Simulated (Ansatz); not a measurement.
TiO2:
```cif
data_O4Ti2
_chemical_formula_sum 'Ti2 O4'
_space_group_name_H-M_alt 'P42/mnm'
_space_group_IT_number 136
_space_group_name_Hall '-P 4n 2n'
_cell_length_a 4.59693
_cell_length_b 4.59693
_cell_length_c 2.95356
_cell_angle_alpha 90.000
_cell_angle_beta 90.000
_cell_angle_gamma 90.000
loop_
_atom_site_label
_atom_site_type_symbol
_atom_site_symmetry_multiplicity
_atom_site_Wyckoff_symbol
_atom_site_fract_x
_atom_site_fract_y
_atom_site_fract_z
_atom_site_occupancy
Ti1 Ti 2 a 0.00000 0.00000 0.00000 1
O1 O 4 f 0.30463 0.30463 0.00000 1
```

Relaxed with r²SCAN. The program Ansatz at the r²SCAN level (PAW) gives a gap of 2.22 eV.

**Question.** What gap does HSE06 give on the same cell (Ansatz, PAW)?

**Answer.** 3.38 eV, 1.16 eV more. The hybrid was solved on a coarser mesh and at special points; the gap given is the minimum over both.

```
k  v1 r²SCAN  c1 r²SCAN  v1 HSE06  c1 HSE06
-  ---------  ---------  --------  --------
Γ       0.00       2.22      0.00      3.38
Z      -1.47       3.31         …         …
M      -1.11       2.26         …         …
A      -0.71       2.94         …         …
R      -1.08       2.27     -1.12      3.42
X      -0.77       2.90         …         …
```

**Question.** Top valence (v1) and lowest conduction level (c1) in eV from each method's valence maximum (which need not be a listed point): supply the withheld HSE06 values.

**Answer.** 
- M, v1 HSE06: -1.13
- M, c1 HSE06: 3.41
- Z, v1 HSE06: -1.60
- Z, c1 HSE06: 4.57
- A, v1 HSE06: -0.75
- A, c1 HSE06: 4.16
- X, v1 HSE06: -0.81
- X, c1 HSE06: 4.12

Cost on shared cores: the r²SCAN run (SCF on a 6×6×9 mesh, then bands and DOS) very roughly 80 core-seconds, the HSE06 run (SCF on 4×4×6, then a few points) very roughly 3 core-minutes; the tasks are unlike.

Space group P4_2/mnm (rutile). Symmetry was held in the r²SCAN relaxation. The run is not spin-polarised.

Potentials: the later of the program's two PAW sets.
